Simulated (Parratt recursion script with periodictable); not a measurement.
# How the EUV peak of a Si/Rh multilayer on Si grows with the number of periods

| layer, from the top | thickness (Å) | density (g/cm³) | rms roughness of its top face (Å) | δ at 13.5 nm | β at 13.5 nm |
|---|---|---|---|---|---|
| Si (in each period) | 48.2 | 2.313 | 3 | 9.927 × 10⁻⁴ | 0.001813 |
| Rh (in each period) | 20.6 | 12.398 | 3 | 0.1248 | 0.03117 |
| Si (substrate) | – | 2.313 | 3 | 9.927 × 10⁻⁴ | 0.001813 |

The refractive index is n = 1 − δ + iβ; the runs take δ and β at each wavelength of the scan. Vacuum lies above.

Densities are inputs, not measurements. They were set from computed cells of the Materials Project: Si from entry mp-149 (Fd-3m, 2.313 g/cm³); Rh from entry mp-74 (Fm-3m, 12.398 g/cm³). A layer's crystal structure does not enter its constants, only its composition and density.

Calculation: EUV and soft X-ray reflectivity, Parratt recursion, Névot-Croce roughness, Henke tables; Parratt recursion script with periodictable 1.7.1.

Light falls at α = 10° from the surface normal. It is s-polarised. The wavelength is scanned from 12.42 to 14.58 nm in 161 evenly spaced points, without smoothing. The peak is the highest scan point; its wavelength and height come from a parabola through R at that point and its two neighbours.

The runs differ in the number of periods N alone.

| N | peak λ (nm) | peak R (%) |
|---|---|---|
| 15 | 13.246 | ? |
| 25 | 13.296 | 60.1 |
| 50 | 13.325 | 62.9 |

Estimate the peak reflectivity for N = 15, trying the form R = R∞ tanh²(aN).

Take R∞ from the largest stack, 62.9 % at N = 50. For the shown row under 97 % of it, y = artanh[(R/R∞)^½] is 2.238 at N = 25, so a = 0.0895. This form gives tanh²y = 0.999 at N = 50, in keeping with the choice of R∞. At N = 15, y = 1.343 and R = 62.9 × tanh²y = 47.9 %.

The run gave 50.4 %, so the form misses by 2.5 points.
